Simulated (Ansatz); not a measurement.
ZnAg (CsCl type, Pm-3m) at seven volumes, LDA (plane waves, PAW; program Ansatz), scaled uniformly. One row is withheld.

```tsv
V (Å³/atom)	P (GPa)
13.256	15.92
13.693	9.58
14.130	4.33
14.567	-0.01
15.004	-3.59
15.441	-6.55
15.878	?
```

Problem. Fit the shown pressures and predict the withheld one.

Solution. P = (3/2)B₀(x^(7/2) − x^(5/2))[1 + (3/4)(B′ − 4)(x − 1)] with x = (V₀/V)^(2/3). Least squares on the six rows gives V₀ = 14.566 Å³/atom, B₀ = 131 GPa, B′ = 5.35. At V = 15.878, x = 0.9441 and P = -8.97 GPa. The run itself gave -8.98 GPa.

The workflow started from a Materials Project entry (that database holds measured and hypothetical structures alike); the Crystallography Open Database files this formula in space group No. 221, but the cells were not matched. Its standing as an ambient phase is unchecked. The cell was relaxed with LDA under the symmetry of its start; of distortions, only those at the zone centre were tested. No spin polarisation was allowed.

Potentials: the later of the program's two PAW sets.
